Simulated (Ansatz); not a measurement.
Relaxed candidate structures of NbH2:

A. Fm-3m (No. 225), cF12, fluorite type; a = 4.538 Å, b = 4.538 Å, c = 4.538 Å, α = 90.00°, β = 90.00°, γ = 90.00°; H 8c (0.250, 0.250, 0.250); Nb 4b (0.500, 0.500, 0.500)

B. R-3m, hexagonal axes (No. 166), hR3; a = 2.8547 Å, b = 2.8547 Å, c = 14.6804 Å, α = 90.00°, β = 90.00°, γ = 120.00°; H 6c (0.000, 0.000, 0.411); Nb 3a (0.000, 0.000, 0.000)

C. P-3m1 (No. 164), hP6; a = b = 3.226 Å, c = 5.210 Å, α = β = 90.00°, γ = 120.00°; H 2c (0.000, 0.000, 0.172); Nb 2d (0.667, 0.333, 0.250); H 2d (0.333, 0.667, 0.379)

Problem. Order them by energy per atom (lowest first) at the level r2SCAN+rVV10 (plane waves to 500 eV, PAW, scalar-relativistic; Ansatz, a program for electronic structure).

Solution. A (reference, the lowest of the structures calculated here), C (+0.06 eV/atom), B (+0.36 eV/atom)

Each run could gain symmetry but not lose that of its start, so entries can be saddle points. From databases, or of a type measured for this composition: Fm-3m, cF12, fluorite type; the others are generated cells (placed on structure types, drawn at random, substituted or restacked) that were not matched to a known phase here. The real structure of this composition may not be among these. Energies are at zero temperature and pressure, without zero-point motion. No spin polarisation in the result.
